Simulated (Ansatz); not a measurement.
Cs:
```cif
data_Cs2
_chemical_formula_sum 'Cs2'
_space_group_name_H-M_alt 'P 1'
_space_group_IT_number 1
_cell_length_a 5.13304
_cell_length_b 5.13304
_cell_length_c 8.43836
_cell_angle_alpha 90.000
_cell_angle_beta 90.000
_cell_angle_gamma 120.000
loop_
_space_group_symop_operation_xyz
  'x, y, z'
loop_
_atom_site_label
_atom_site_type_symbol
_atom_site_fract_x
_atom_site_fract_y
_atom_site_fract_z
_atom_site_occupancy
Cs1 Cs 0.33333 0.66667 0.25000 1
Cs2 Cs 0.66667 0.33333 0.75000 1
```

Relaxed with LDA.

**Question.** Which orbitals make up the states near the Fermi level in plane-wave PAW LDA (Ansatz code)?

**Answer.** Within 0.5 eV of the Fermi level: Cs 6s 85 %, outside the projected shells 13 %. Projections are on Löwdin-orthogonalised atomic valence shells; empty p or d shells of many metals are not among them.

**Question.** Tabulate the density of states.

**Answer.** States/eV per cell of 2 atoms, in 0.25 eV bins, energy from the Fermi level.

| E (eV) | total | Cs 6s | Cs 5p | Cs 5s |
|---|---|---|---|---|
| -7.85 | 0.00 | 0.00 | 0.00 | 0.00 |
| -7.60 | 0.00 | 0.00 | 0.00 | 0.00 |
| -7.35 | 0.00 | 0.00 | 0.00 | 0.00 |
| -7.10 | 0.00 | 0.00 | 0.00 | 0.00 |
| -6.85 | 0.00 | 0.00 | 0.00 | 0.00 |
| -6.60 | 0.00 | 0.00 | 0.00 | 0.00 |
| -6.35 | 0.00 | 0.00 | 0.00 | 0.00 |
| -6.10 | 0.00 | 0.00 | 0.00 | 0.00 |
| -5.85 | 0.00 | 0.00 | 0.00 | 0.00 |
| -5.60 | 0.00 | 0.00 | 0.00 | 0.00 |
| -5.35 | 0.00 | 0.00 | 0.00 | 0.00 |
| -5.10 | 0.00 | 0.00 | 0.00 | 0.00 |
| -4.85 | 0.00 | 0.00 | 0.00 | 0.00 |
| -4.60 | 0.00 | 0.00 | 0.00 | 0.00 |
| -4.35 | 0.00 | 0.00 | 0.00 | 0.00 |
| -4.10 | 0.00 | 0.00 | 0.00 | 0.00 |
| -3.85 | 0.00 | 0.00 | 0.00 | 0.00 |
| -3.60 | 0.00 | 0.00 | 0.00 | 0.00 |
| -3.35 | 0.00 | 0.00 | 0.00 | 0.00 |
| -3.10 | 0.00 | 0.00 | 0.00 | 0.00 |
| -2.85 | 0.00 | 0.00 | 0.00 | 0.00 |
| -2.60 | 0.00 | 0.00 | 0.00 | 0.00 |
| -2.35 | 0.00 | 0.00 | 0.00 | 0.00 |
| -2.10 | 0.00 | 0.00 | 0.00 | 0.00 |
| -1.85 | 0.08 | 0.07 | 0.00 | 0.00 |
| -1.60 | 0.37 | 0.36 | 0.01 | 0.01 |
| -1.35 | 0.58 | 0.55 | 0.01 | 0.01 |
| -1.10 | 0.78 | 0.74 | 0.02 | 0.01 |
| -0.85 | 1.00 | 0.95 | 0.03 | 0.01 |
| -0.60 | 1.27 | 1.19 | 0.04 | 0.00 |
| -0.35 | 1.66 | 1.54 | 0.05 | 0.00 |
| -0.10 | 2.52 | 2.26 | 0.05 | 0.00 |
| 0.15 | 2.67 | 2.26 | 0.04 | 0.01 |
| 0.40 | 2.74 | 2.03 | 0.03 | 0.01 |
| 0.65 | 2.54 | 1.09 | 0.01 | 0.01 |
| 0.90 | 4.63 | 0.27 | 0.00 | 0.00 |
| 1.15 | 7.31 | 0.16 | 0.00 | 0.00 |
| 1.40 | 3.04 | 0.07 | 0.00 | 0.00 |
| 1.65 | 4.99 | 0.11 | 0.00 | 0.00 |
| 1.90 | 6.94 | 0.26 | 0.00 | 0.00 |
| 2.15 | 4.36 | 0.11 | 0.00 | 0.00 |
| 2.40 | 4.02 | 0.05 | 0.00 | 0.00 |
| 2.65 | 4.43 | 0.02 | 0.00 | 0.00 |

Space group P6_3/mmc (hcp (Mg type)). The workflow started from a Materials Project entry (that database holds measured and hypothetical structures alike); the Crystallography Open Database copy checked does not list it. It is not the phase usual at ambient conditions (space group No. 229). Symmetry was held in the LDA relaxation; whether a distortion lowers the energy is not shown. Spin–orbit coupling is left out wherever it is not named.

Potentials: the earlier of the program's two PAW sets.
